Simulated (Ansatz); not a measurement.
**Question.** Name crystals whose computed values (PBEsol (plane waves, PAW; program Ansatz)) fall in these windows: G_Hill (GPa) 25 to 31; Θ_D (K) 160 to 210.

**Answer.** 

| crystal | G_Hill (GPa) | Θ_D (K) |
|---|---|---|
| LaBi, rock salt | 27.8 | 186 |
| TePb2S, R-3m (Te on 3b, Pb on 6c, S on 3a) | 29.0 | 203 |
| In2Pt, fluorite or antifluorite type | 30.8 | 203 |
| ZnAu, CsCl type | 25.3 | 181 |
| Sn2Pt, fluorite or antifluorite type | 27.9 | 193 |
Others may fit too.

Standing as an ambient phase not checked: LaBi, rock salt; TePb2S, R-3m (Te on 3b, Pb on 6c, S on 3a); In2Pt, fluorite or antifluorite type; Sn2Pt, fluorite or antifluorite type. All cells were relaxed under the symmetry of their starts (and spin orders); stability against distortions was not tested throughout. Rows with no word on spin ran without spin polarisation. Spin–orbit coupling is left out wherever it is not named.

Potentials: the later of the program's two PAW sets.
